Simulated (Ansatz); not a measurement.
Relaxed-ion elastic tensor of Ti$_{2}$O (anti-CdI2 type, space group No. 164) in GPa (Voigt order), LDA (plane waves, PAW; program Ansatz); density 5.35 g/cm³, 11.56 Å³ per atom.

```
  374   98.4    142   50.2    0.0    0.0
 98.4    374    142  -50.2    0.0    0.0
  142    142    388    0.0    0.0    0.0
 50.2  -50.2    0.0    107    0.0    0.0
  0.0    0.0    0.0    0.0    107   50.2
  0.0    0.0    0.0    0.0   50.2    138
```

Task: Is the crystal mechanically stable?

Result: Yes: the smallest eigenvalue of C is 69.8 GPa.

Task: Work out the Voigt, Reuss and Hill averages.

Result: K_V = 211, K_R = 210, K_H = 211; G_V = 121, G_R = 102, G_H = 111 GPa.

Task: Give Young's modulus, Poisson's ratio, Pugh's ratio and the universal anisotropy index.

Result: E = 9KG/(3K + G) = 284 GPa; ν = 0.28; K/G = 1.89 (ductile by the Pugh limit of 1.75); A_U = 5G_V/G_R + K_V/K_R − 6 = 0.91.

Task: Estimate the sound speeds and the Debye temperature.

Result: v_l = √((K + 4G/3)/ρ) = 8190 m/s, v_t = √(G/ρ) = 4560 m/s, mean 5080 m/s; Θ = (h/k)(3n/4πV)^(1/3) v_m = 669 K.

Task: How much does each axis shrink under pressure?

Result: Linear compressibilities β_i = Σ_j S_ij (j = 1 to 3): x 1.7, y 1.7, z 1.3 per TPa.

Space group P-3m1 (anti-CdI2 type). The first step of the workflow began from a Materials Project structure, measured or hypothetical; the Crystallography Open Database files this formula in space group No. 164, but the cells were not matched. Its standing as an ambient phase is unchecked. The cell was relaxed with LDA under the symmetry of its start; its stability against distortions is not shown here. The run is not spin-polarised. As this level gives no gap, shear constants depend on the k-mesh and smearing (Fermi–Dirac, 0.1 eV here).

Potentials: the later of the program's two PAW sets.
